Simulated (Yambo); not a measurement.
Ba2MoCdO6: sweep of GW parameters

G0W0@LDA for Ba2MoCdO6 (space group Fm-3m, No. 225) in Yambo. Reference settings: 2×2×2 Γ-centred k mesh, bands 6 to 296 and a 8 Ry block in the screening, 296 bands in G with the Bruneval-Gonze terminator, plasmon pole fitted at 27.2 eV. The LDA gap L → X on this mesh is 2.24 eV; G0W0 gaps are taken between the same points.

| change from the reference | G0W0 gap L → X (eV) | shift of the valence edge (eV) | rough Yambo cost |
|---|---|---|---|
| reference settings | 3.75 | -0.46 | 1 |
| 119 bands in W, 119 bands in G | 3.93 | -0.34 | about 1/3 |
| 194 bands in W, 194 bands in G | 3.80 | -0.42 | about 1/2 |
| 145 bands in W | 3.83 | -0.38 | about 1/2 |
| 3 Ry block | 3.82 | -0.40 | within a factor of two |
| pole fitted at 40 eV | 3.77 | -0.51 | – |
| no random integration | 3.68 | -0.21 | – |
| 119 bands in G, no terminator | 3.84 | 0.31 | – |
| 194 bands in G, no terminator | 3.77 | -0.03 | – |
| no terminator | 3.74 | -0.23 | – |

The reference isn't shown to be the converged limit. Costs are rough (shared machines), scaled to the same edge states, and given only for runs that recompute the screening. In the run with 296 bands and a 8 Ry block, which covers more k points, the smallest G0W0 gap is 3.67 eV, Γ → X.

Spin-orbit splittings are left out.

Geometry of the Materials Project entry, not relaxed at this level; primitive cell a = b = c = 5.9926 Å, α = β = γ = 60.00°.

The structure is a Materials Project entry; no match was found in the copy of COD used, and its stability was not checked.

A shift is the quasiparticle energy of the state minus its LDA energy.
